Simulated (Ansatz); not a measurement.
Data:

CuI (zinc blende)

```cif
data_Cu4I4
_chemical_formula_sum 'I4 Cu4'
_space_group_name_H-M_alt 'F-43m'
_space_group_IT_number 216
_space_group_name_Hall 'F -4 2 3'
_cell_length_a 5.93939
_cell_length_b 5.93939
_cell_length_c 5.93939
_cell_angle_alpha 90.000
_cell_angle_beta 90.000
_cell_angle_gamma 90.000
loop_
_atom_site_label
_atom_site_type_symbol
_atom_site_symmetry_multiplicity
_atom_site_Wyckoff_symbol
_atom_site_fract_x
_atom_site_fract_y
_atom_site_fract_z
_atom_site_occupancy
I1 I 4 c 0.25000 0.25000 0.25000 1
Cu1 Cu 4 a 0.00000 0.00000 0.00000 1
```
(The calculation used a cell of 2 atoms; values per cell refer to that cell.)

Equation-of-state scan: isotropic scaling of the cell above, V₀ being its volume. Symmetry pins the atoms to their sites.

All values below come from PBEsol (plane waves to 420 eV, PAW, scalar-relativistic; Ansatz, a quantum-chemistry and plane-wave program). k mesh 10×10×10 (Γ-centred), Fermi-Dirac smearing 0.05 eV. Energies are smeared free energies. Stress and pressure are positive under compression. CuI is run without spin polarisation. CuI was relaxed with its symmetry unable to fall. Spin-orbit coupling is left out, though I is heavy. The zero of ΔE is the relaxed starting cell.

The scan covers V/V₀ from 0.900 to 1.100 in 13 points.

Q: What pressure does the cell carry at V/V₀ = 0.900?

A: 6.84 GPa.

Q: What is ΔE at V/V₀ = 0.900?

A: 50.1 meV/atom.

Q: What is ΔE at V/V₀ = 1.100?

A: 33.1 meV/atom.

(Under strain, the slope of the energy per volume gives the stress and its curvature an elastic modulus.)
